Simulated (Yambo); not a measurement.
Yambo run on ZnS (zinc blende, space group F-43m, No. 216). The wavefunctions are norm-conserving LDA (Quantum ESPRESSO, 84 Ry, scalar-relativistic) ones on a 4×4×4 mesh (13 occupied bands); a = b = c = 3.7446 Å, α = β = γ = 60.00°.

Yambo input:

```
rim_cut
gw0
dyson
el_el_corr
HF_and_locXC
cohsex
em1s
RandQpts= 1000000
RandGvec= 1 Ry
EXXRLvcs= 84 Ry
VXCRLvcs= 336 Ry
Chimod= "HARTREE"
% BndsRnXs
 5 | 151 |
%
NGsBlkXs= 14 Ry
% LongDrXs
 1.0 | 1.0 | 1.0 |
%
ExtendOut
% QPkrange
 1 | 1 | 13 | 14 |
%
```

k points by index: 1 = Γ.

Resulting energies as the program prints them:

```
#    K-point    Band    Eo [eV]    E [eV]    E-Eo [eV]    Vxc [eV]    Vnlxc [eV]    Sc|Eo [eV]    Re(Z)    Im(Z)
#
    1    13    0.000000    -3.547920    -3.547920    -16.97383    -20.32773    -0.194016    1.000000    0.000000
    1    14    2.127852    0.837481    -1.290371    -11.99786    -7.239094    -6.049136    1.000000    0.000000
```
(The two width columns are left out.) Convergence of these settings isn't established.

Geometry relaxed with LDA.
